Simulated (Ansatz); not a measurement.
Two-dimensional strain map in YSe

Level of theory: DFT PBEsol, scalar-relativistic, plane waves, PAW (Ansatz). Settings: plane waves to 420 eV, k-mesh 14×14×14 (Γ-centred), Gaussian smearing 0.15 eV. No spin polarisation. Energies are free energies at this smearing, counted from the undisturbed cell; pressure is positive in compression.

The starting cell (as given, not relaxed at this level; it stands at -2.5 GPa, and it needn't be the usual structure):

```
CELL_PARAMETERS angstrom
0.00000 2.87500 2.87500
2.87500 0.00000 2.87500
2.87500 2.87500 0.00000
ATOMIC_POSITIONS crystal
Y 0.00000 0.00000 0.00000
Se 0.50000 0.50000 0.50000
```

The cell is strained by p along both x and y and by q along z, fractional coordinates fixed. Points are written (p, q).

Energy above the undisturbed cell in meV/atom (a dash: not computed):

```
 p \ q  -0.050  -0.025  0.000  0.025  0.050
-0.050    97.9    66.0   58.4   68.2   89.5
-0.025       ?     7.1    2.9      ?   42.2
 0.000    25.1     0.4    0.0   17.3      ?
 0.025    53.5    32.9      ?   57.7   91.4
 0.050   109.4    93.4  101.5  127.0  164.6
```

**Question.** Fill in the withheld energies.

**Answer.** (-0.025, -0.050): 35.6; (-0.025, 0.025): 16.5; (0.000, 0.050): 47.1; (0.025, 0.000): 36.5.